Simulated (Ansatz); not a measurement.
Relaxed ZnSe (zinc blende):

```
ZnSe
1.0
    0.00000     2.83273     2.83273
    2.83273     0.00000     2.83273
    2.83273     2.83273     0.00000
Se Zn
1 1
Cartesian
  4.24909   4.24909   4.24909
  0.00000   0.00000   0.00000
```

Calculation: r2SCAN (plane waves to 500 eV, PAW, scalar-relativistic; Ansatz, a program for electronic structure). k mesh 8×8×8 (Γ-centred), Fermi-Dirac smearing 0.05 eV. ZnSe was relaxed with its symmetry unable to fall.

One atom of the cell was then moved (with its periodic images), all else fixed, and the forces (eV/Å) came out as:

| atom | Fx | Fy | Fz |
|---|---|---|---|
| Se1 | 1.550 | 0.000 | 0.000 |
| Zn2 | -1.550 | 0.000 | 0.000 |

With two atoms only their relative shift counts; take Se1 as fixed.

### Question
Which atom was moved, and by which vector (Å)?

### Answer
Zn2, by (0.30, 0.00, 0.00), 0.30 Å in all.

(A displaced cell: forces are minus the slopes of the energy, force constants its curvatures, and phonons follow from these.)
